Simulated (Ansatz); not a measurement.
The start is a relaxed Ti cell deformed by the Cartesian strain tensor (xx, yy, zz, yz, xz, xy) = (0.096, -0.009, -0.008, -0.096, -0.156, 0.036). A full variable-cell relaxation at zero pressure is run with PBEsol (plane waves to 420 eV, PAW, scalar-relativistic; Ansatz, an electronic-structure program). First-step values are on the input's coarse k-mesh.

Ansatz input (later rounds restart from its end on a renewed k-mesh):
Ansatz 0.2 input:
```yaml
crystal:
  lattice:
    - [3.1788421484, 0.1058647248, -0.4524629335]
    - [-1.4977395331, 2.4362842732, -0.0149035454]
    - [-0.7160717119, -0.440659515, 4.553481655]
  atoms:
    - { symbol: Ti, position: [0.3333333333, 0.6666666667, 0.75] }
    - { symbol: Ti, position: [0.6666666667, 0.3333333333, 0.25] }
basis: { ecutwfc: 420, ecutrho_ratio: 4, xc_grid: 2, fft_grid_basis: typed }
kpoints: { mp_grid: { grid: [12, 13, 8] } }
hamiltonian:
  xc: pbesol
  dispersion: none
  pseudopotentials: { azcp: { folder: ./paw }, kind: paw }
scf: { occupations: { method: fermi_dirac, width: 0.05 } }
relax: { f_tol: 0.01, max_steps: 100, cell: { stress_tol: 0.02 } }
output: { forces: true, stress: true }
```

- Initial pressure = -4.5 GPa (negative: the cell is under tension)
- Largest initial force = 0.29 eV/Å, on Ti1, Ti2 (atoms numbered as listed)
- Energy released = 0.24 eV/atom
- Shortest distances (start → end) = The closest pairs of elements (up to four, under 3.6 Å), start → end: Ti–Ti 2.43 → 2.84 Å
- Band gap at the end = zero (metallic)
- Optimiser moves = 12

Relaxed structure:

Space group P6₃/mmc (No. 194); a = b = 2.900 Å, c = 4.590 Å, α = β = 90.00°, γ = 120.00°

```tsv
atom	site	symmetry	x	y	z
Ti	2d	-6m2	0.6667	0.3333	0.2500
```

Final values are on a 18×18×10 k-mesh of the relaxed cell. No spin polarisation in the result.

The run could not lose the symmetry of its start.
